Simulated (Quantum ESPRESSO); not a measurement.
```
BaO
1.0
    0.00000     2.74277     2.74277
    2.74277     0.00000     2.74277
    2.74277     2.74277     0.00000
O Ba
1 1
Direct
  0.50000   0.50000   0.50000
  0.00000   0.00000   0.00000
```

Cell and atoms were relaxed with PBEsol from Materials Project entry mp-1342, within its symmetry.

Question: What does PBEsol (Quantum ESPRESSO, PseudoDojo norm-conserving, 84 Ry, scalar-relativistic) give for the electronic structure near the Fermi level?

Answer: The PBEsol gap is direct, 1.84 eV at X.
